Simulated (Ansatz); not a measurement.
An Ansatz input:

```yaml
crystal:
  lattice:
    - [6.0997740039, 0.0, 0.0]
    - [-3.0498870019, 5.2825592448, 0.0]
    - [0.0, 0.0, 3.6039807751]
  atoms:
    - { symbol: Yb, position: [0.0, 1.0, 0.0] }
    - { symbol: Yb, position: [0.3333333333, 0.6666666667, 0.5] }
    - { symbol: Yb, position: [0.6666666667, 0.3333333333, 0.5] }
hamiltonian:
  xc: r2scan
  pseudopotentials:
    kind: paw
    azcp:
      Yb: "pseudopotentials/Yb.paw.azcp"
basis:
  ecutwfc: 500
  fft_grid_basis: typed
kpoints:
  mp_grid: { grid: [7, 7, 10], shift: [0, 0, 0] }
magnetization:
  spin_polarized: false
scf:
  occupations: { method: fermi_dirac, width: 0.1 }
  lower_state_search: "off"
output:
  stress: true
  write_density: true
  write_potential: true
  elf: true
  volumetric_format: npy
```

and its output:

```
Engine: ansatz 0.2.0, x86_64-unknown-linux-gnu
Pseudopotentials: kind: paw
Pseudopotential: Yb, paw, valence charge 24, recommended cutoff 500 eV (meta_gga) 
Functional definition: r2SCAN
  parameter k0 = 0.174
  parameter k1 = 0.065
  parameter a1 = 4.9479
  exchange = r2scan_x(k0 = k0, k1 = k1, a1 = a1)
  correlation = r2scan_c
Crystal: 3 atoms, lattice volume = 116.129 Å³
Basis set: ecut = 500 eV, 2953 PW (Γ), exchange–correlation on 180×180×108 points (64 copies of the dense FFT grid, shifted against one another)
Bands: 44, of which v1, the nominal top of the filled ones, is band 36 counted from 1 (35 counted from 0)
Symmetry: 24 space group operations
Space group: P6/mmm (ITA 191), of the structure as read, at distance tolerance 4.9e-5 Å
k-points: 48 of 490
Non-local potential: Yb, projectors of the file, l = 0: 3, l = 1: 2, l = 2: 2, l = 3: 3
PAW form: soft (Blöchl's): semilocal exchange-correlation on the pseudo side does not see the compensation charge
PAW frozen core: Yb, regenerated for the run's functional (the file was generated under x = pbe(κ = 0.804, μ = 0.2195149727645171), c = pbe(β = 0.06672455060314922))
PAW one-centre angular grid: Yb, 2702 points (default); XC on 160 Gauss nodes
Initial density: superposition of atomic densities (neutral atoms: chi_scale 0, normalization atom), corrected by the library's trained network
Initial wavefunctions: pseudopotential atomic-orbital guess
Functional: x = r2scan, c = r2scan; τ floored in thin density (d = 2e-4 eV/Å³)
SCF iter   1: F=-41415.490973 eV  HF=-41417.511993 eV  |F-HF|=2.02e0  |Δ(HF+E_count)|=         —  Δρ=3.36e-2  dr2=1.14e0  dr2_τ=4.51e-3  ethr=1.77e-3  ⟨swp⟩=5.9  Hψ=7566  notcnv=0
SCF iter   2: F=-41316.609159 eV  HF=-41421.539511 eV  |F-HF|=1.05e2  |Δ(HF+E_count)|=    4.03e0  Δρ=2.76e-1  dr2=7.32e1  dr2_τ=7.01e-2  ethr=1.58e-3  ⟨swp⟩=4.5  Hψ=5900  notcnv=0  defer=20  recentre
SCF iter   3: F=-41416.340520 eV  HF=-41417.430657 eV  |F-HF|=1.09e0  |Δ(HF+E_count)|=    4.11e0  Δρ=2.53e-2  dr2=6.54e-1  dr2_τ=3.79e-3  ethr=1.58e-3  ⟨swp⟩=3.6  Hψ=6141  notcnv=0
SCF iter   4: F=-41417.263319 eV  HF=-41417.365285 eV  |F-HF|=1.02e-1  |Δ(HF+E_count)|=   6.54e-2  Δρ=8.38e-3  dr2=9.19e-2  dr2_τ=5.14e-4  ethr=9.08e-4  ⟨swp⟩=2.2  Hψ=3431  notcnv=0
SCF iter   5: F=-41417.172838 eV  HF=-41417.370841 eV  |F-HF|=1.98e-1  |Δ(HF+E_count)|=   5.56e-3  Δρ=1.17e-2  dr2=1.56e-1  dr2_τ=3.89e-4  ethr=1.28e-4  ⟨swp⟩=2.4  Hψ=3362  notcnv=0
SCF iter   6: F=-41417.334518 eV  HF=-41417.367936 eV  |F-HF|=3.34e-2  |Δ(HF+E_count)|=   2.91e-3  Δρ=4.53e-3  dr2=2.82e-2  dr2_τ=1.59e-4  ethr=1.28e-4  ⟨swp⟩=1.0  Hψ=2304  notcnv=0
SCF iter   7: F=-41417.304703 eV  HF=-41417.372406 eV  |F-HF|=6.77e-2  |Δ(HF+E_count)|=   4.47e-3  Δρ=6.75e-3  dr2=4.77e-2  dr2_τ=1.37e-4  ethr=3.92e-5  ⟨swp⟩=2.0  Hψ=3180  notcnv=0
SCF iter   8: F=-41417.341771 eV  HF=-41417.370901 eV  |F-HF|=2.91e-2  |Δ(HF+E_count)|=   1.51e-3  Δρ=4.49e-3  dr2=2.09e-2  dr2_τ=1.56e-4  ethr=3.92e-5  ⟨swp⟩=1.0  Hψ=2688  notcnv=0
SCF iter   9: F=-41417.364549 eV  HF=-41417.369666 eV  |F-HF|=5.12e-3  |Δ(HF+E_count)|=   1.23e-3  Δρ=1.83e-3  dr2=3.51e-3  dr2_τ=1.49e-5  ethr=2.90e-5  ⟨swp⟩=1.0  Hψ=2304  notcnv=0
SCF iter  10: F=-41417.369223 eV  HF=-41417.369457 eV  |F-HF|=2.35e-4  |Δ(HF+E_count)|=   2.09e-4  Δρ=3.52e-4  dr2=1.28e-4  dr2_τ=9.12e-7  ethr=4.87e-6  ⟨swp⟩=1.0  Hψ=2304  notcnv=0
SCF iter  11: F=-41417.369040 eV  HF=-41417.369482 eV  |F-HF|=4.42e-4  |Δ(HF+E_count)|=   2.45e-5  Δρ=4.96e-4  dr2=3.43e-4  dr2_τ=2.68e-7  ethr=1.78e-7  ⟨swp⟩=2.2  Hψ=3608  notcnv=0
SCF iter  12: F=-41417.369339 eV  HF=-41417.369476 eV  |F-HF|=1.37e-4  |Δ(HF+E_count)|=   5.49e-6  Δρ=2.99e-4  dr2=9.98e-5  dr2_τ=1.12e-7  ethr=1.78e-7  ⟨swp⟩=2.3  Hψ=3152  notcnv=0
SCF iter  13: F=-41417.369465 eV  HF=-41417.369473 eV  |F-HF|=7.89e-6  |Δ(HF+E_count)|=   3.18e-6  Δρ=8.46e-5  dr2=7.41e-6  dr2_τ=1.08e-7  ethr=1.39e-7  ⟨swp⟩=1.0  Hψ=2112  notcnv=0
SCF iter  14: F=-41417.369471 eV  HF=-41417.369473 eV  |F-HF|=2.61e-6  |Δ(HF+E_count)|=   1.58e-7  Δρ=4.07e-5  dr2=1.84e-6  dr2_τ=5.20e-9  ethr=1.03e-8  ⟨swp⟩=1.1  Hψ=2163  notcnv=0
SCF iter  15: F=-41417.369471 eV  HF=-41417.369473 eV  |F-HF|=2.07e-6  |Δ(HF+E_count)|=   1.63e-8  Δρ=3.39e-5  dr2=1.66e-6  dr2_τ=1.30e-9  ethr=2.56e-9  ⟨swp⟩=2.1  Hψ=3105  notcnv=0
SCF iter  16: F=-41417.369472 eV  HF=-41417.369473 eV  |F-HF|=6.88e-7  |Δ(HF+E_count)|=   1.89e-8  Δρ=2.19e-5  dr2=5.27e-7  dr2_τ=2.30e-9  ethr=2.30e-9  ⟨swp⟩=1.0  Hψ=2112  notcnv=0
SCF iter  17: F=-41417.369473 eV  HF=-41417.369473 eV  |F-HF|=8.84e-8  |Δ(HF+E_count)|=   2.70e-8  Δρ=8.15e-6  dr2=7.31e-8  dr2_τ=4.20e-10  ethr=1.39e-10  ⟨swp⟩=7.1  Hψ=15244  notcnv=0
SCF 1 converged in 17 iterations: F = -41417.369473 eV  dr2 = 7.31e-8
SCF converged after 17 iterations
Free energy (F): -41417.369473 eV
Harris-Foulkes:  -41417.369473 eV  (|F-HF|=8.84e-8)
Internal energy: -41417.069439 eV  (E = F + TS)
E sigma→0 (E₀):  -41417.219456 eV
Entropy (-TS):   -0.300034 eV (-100.011 meV/atom)
Fermi energy:    9.697388 eV
--- Per-component energies (eV) ---
  E_band       = -107.005189
  E_kinetic    = 1058.370871
  E_local      = -19358.466587  (includes V_loc(G=0)·N_el)
  E_nonlocal   = 1638.160402
  E_hartree    = 8417.319148
  E_xc         = -477.599546
  E_vxc        = -681.107380  (∫ρ·V_xc dr)
  E_paw        = -22091.042760  (= ΣΔE_a)
  E_vpaw       = 359.067869  (= ΣTr[D̂ρ^β])
  E_aug_tail   = 0.000005  (compensation charges beyond the density's cutoff)
  E_vtau       = 42.370349  (kinetic-family band-sum trace: ∫τ·v_τ [+ j·A + Jᵃ·Aᵃ] dr)
  E_ewald      = -10606.358590
  E_core_change = 2.547619  (= ΣΔE_core)
  E_smearing   = -0.300034  (= −TS)
  E_closure    = -0.000000  (closes the sum)
  Σ components = -41417.369473   (vs F -41417.369473, Δ=0.00e0)
--- Stress (GPa, compression-positive) ---
       -1.771478      -0.000000       0.000000
       -0.000000      -1.771478       0.000000
        0.000000       0.000000      -1.478520
  P = ⅓ Tr σ = -1.6738 GPa (-16.738 kbar)
--- Band table (eV; the first three rows and the last of 48) ---
  k-point 0: bands = ["-43.7030", "-43.6850", "-43.6763", "-15.5504", "-15.5504", "-15.4396", "-15.4396", "-15.3591", "-15.3071", "-15.3031", "-15.3031", "-15.2905", "4.4950", "9.0093", "9.1213", "9.1224", "9.1224", "9.1258", "9.1310", "9.1310", "9.1505", "9.1928", "9.1928", "9.1944", "9.1944", "9.2008", "9.2008", "9.2037", "9.2037", "9.2120", "9.2249", "9.2337", "9.2476", "9.2497", "9.4834", "9.8134", "9.8134", "9.8875", "9.8875", "10.2899", "12.2926", "13.2666", "13.2666", "14.1538"]
  k-point 1: bands = ["-43.7021", "-43.6843", "-43.6756", "-15.5477", "-15.5477", "-15.4342", "-15.4342", "-15.3803", "-15.3312", "-15.3116", "-15.3042", "-15.3042", "4.6608", "9.0359", "9.1274", "9.1274", "9.1279", "9.1302", "9.1315", "9.1315", "9.1402", "9.1878", "9.1878", "9.1902", "9.1902", "9.1987", "9.1987", "9.2007", "9.2076", "9.2076", "9.2187", "9.2252", "9.2477", "9.2489", "9.6428", "9.8173", "9.8173", "9.8778", "9.8778", "10.5568", "12.4255", "13.1843", "13.1843", "13.9142"]
  k-point 2: bands = ["-43.6998", "-43.6823", "-43.6737", "-15.5407", "-15.5407", "-15.4351", "-15.4189", "-15.4189", "-15.3939", "-15.3662", "-15.3077", "-15.3077", "5.1413", "9.0699", "9.1225", "9.1306", "9.1306", "9.1335", "9.1421", "9.1421", "9.1485", "9.1750", "9.1770", "9.1770", "9.1784", "9.1784", "9.1950", "9.1958", "9.1958", "9.2203", "9.2203", "9.2218", "9.2467", "9.2479", "9.8246", "9.8246", "9.8385", "9.8385", "9.9963", "11.3290", "12.7302", "12.9739", "12.9739", "13.2717"]
  k-point 47: bands = ["-43.6870", "-43.6839", "-43.6688", "-15.6164", "-15.5515", "-15.5359", "-15.4972", "-15.4510", "-15.4082", "-15.3516", "-15.3462", "-15.3151", "8.4722", "8.6767", "9.0540", "9.0862", "9.0894", "9.1075", "9.1129", "9.1304", "9.1383", "9.1391", "9.1587", "9.1638", "9.1686", "9.1708", "9.1773", "9.1926", "9.1975", "9.2194", "9.2318", "9.2333", "9.2541", "9.2609", "9.3000", "9.5900", "9.6213", "9.6572", "9.9109", "11.6633", "12.1589", "12.2503", "12.3490", "12.5506"]
```

Command:

```sh
ansatz run input.yaml --threads 1 --pin off --max-ram 3584MiB --backend cpu --events-out ev --progress --plain --runs-dir out
```

On 1 thread of Intel(R) Xeon(R) Platinum 8259CL CPU @ 2.50GHz (Skylake/Cascade Lake) (shared host) this took about 67 s of wall time and 67 s of CPU time.
